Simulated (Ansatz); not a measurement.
Question: Mg (hcp (Mg type), space group No. 194) is relaxed with plane-wave PAW PBE (Ansatz code). What lattice parameters of the conventional cell result?

Answer: a = 3.210 Å, c = 5.141 Å.

Space group P6_3/mmc (hcp (Mg type)). Symmetry was held in the PBE relaxation. Axis ratios of metals converge slowly with the k-mesh, so a and c are less sure than the volume.

Potentials: the later of the program's two PAW sets.
